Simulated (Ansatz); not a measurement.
Data:

ZrB:
```xyz
2
Lattice="0.0000 2.4520 2.4520 2.4520 0.0000 2.4520 2.4520 2.4520 0.0000" Properties=species:S:1:pos:R:3 pbc="T T T"
Zr     0.0000     0.0000     0.0000
B      2.4520     2.4520     2.4520
```

This is the PBE-relaxed structure.

Question: All from DFT-PBE in the program Ansatz with PAW potentials, unless another level is named. Estimate the electronic character.

Answer: metallic (no gap).

Question: Give the formation energy from the elements (no fitted shifts).

Answer: -0.39 eV/atom.

Question: Next, the density of states at the Fermi level?

Answer: 0.60 states/eV per atom (mean over ±0.08 eV).

Space group Fm-3m (rock salt). The workflow started from an entry of the Crystallography Open Database (COD). Its standing as an ambient phase is unchecked. Symmetry was held in the PBE relaxation; whether a distortion lowers the energy is not shown. No spin polarisation was allowed. The volume moved by 17 % from the start of the relaxation. The references are the lowest solids computed at this level, not always the standard phases. Spin–orbit coupling is left out wherever it is not named.

Potentials: the later of the program's two PAW sets.
